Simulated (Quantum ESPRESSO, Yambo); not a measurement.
# Quasiparticle gap of Cs2LiAlF6

Cs2LiAlF6 is modelled in the trigonal space group P-3m1 (No. 164), Pearson symbol hP10. Conventional cell: a = 6.298 Å, b = 6.298 Å, c = 5.103 Å, α = 90.00°, β = 90.00°, γ = 120.00°. Li on 1a sees 6 F at 2.052 Å (octahedral). F on 6i is coordinated by 1 Al at 1.839 Å and 1 Li at 2.052 Å and 4 Cs at 3.180–3.393 Å. Al on 1b is surrounded by 6 F at 1.839 Å (octahedral). Cs on 2d is surrounded by 12 F at 3.180–3.393 Å. (Neighbours: up to the widest gap in distance over summed covalent radii, below 1.35, at either atom; cation-cation contacts left out.)

The geometry is that of Materials Project entry mp-1206808, symmetrised and not relaxed again.

Starting point: LDA (Quantum ESPRESSO, PseudoDojo norm-conserving, 84 Ry, scalar-relativistic). G0W0 in Yambo: 3×3×2 Γ-centred k mesh, bands 2 to 191 and a 6 Ry block in the screening, 191 bands in G with the Bruneval-Gonze terminator, plasmon pole fitted at 27.2 eV.

| Property | Value |
|---|---|
| LDA gap along the band path | 6.56 eV |
| LDA gap between the mesh's edge points (Γ → Γ) | 6.56 eV |
| G0W0 gap between the same points | 10.72 eV |

```csv
k point,band,E LDA (eV),E QP (eV),shift (eV),Z
Γ,VB,0.00,-2.61,-2.61,0.81
Γ,CB,6.56,8.11,1.55,0.89
A,VB,-0.10,-2.72,-2.62,0.81
A,CB,8.41,10.10,1.69,0.89
```

Energies count from the LDA valence-band maximum.

Nearest settings tried, and what they do to the gap: 151 bands in W, 151 bands in G: +55 meV; 5 Ry block (241 vectors against 295): +32 meV; 3×3×4 mesh: +9 meV. So the settings aren't converged at that level.

The structure is a Materials Project entry; no match was found in the copy of COD used, and its stability was not checked.
